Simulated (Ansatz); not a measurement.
Zr$_{3}$Ge in space group Fm-3m (No. 225; Ge on 4a, Zr on 4b, Zr on 8c) at seven volumes, PBE in the plane-wave PAW code Ansatz, scaled uniformly. One row is withheld.

```
V (Å³/atom)  P (GPa)
-----------  -------
18.546             ?
19.157          7.36
19.769          3.39
20.380          0.00
20.992         -2.93
21.603         -5.41
22.215         -7.46
```

Question: Fit the shown pressures and predict the withheld one.

Answer: P = (3/2)B₀(x^(7/2) − x^(5/2))[1 + (3/4)(B′ − 4)(x − 1)] with x = (V₀/V)^(2/3). Least squares on the six rows gives V₀ = 20.376 Å³/atom, B₀ = 104 GPa, B′ = 4.35. At V = 18.546, x = 1.0647 and P = 12.02 GPa. The run itself gave 12.00 GPa.

The cell is a constructed one: a structure type filled with these elements; neither database checked (COD, Materials Project) lists it. Its standing as an ambient phase is unchecked. The PBE relaxation kept the symmetry of its start; its stability against distortions is not shown here. The run is not spin-polarised.

Potentials: the later of the program's two PAW sets.
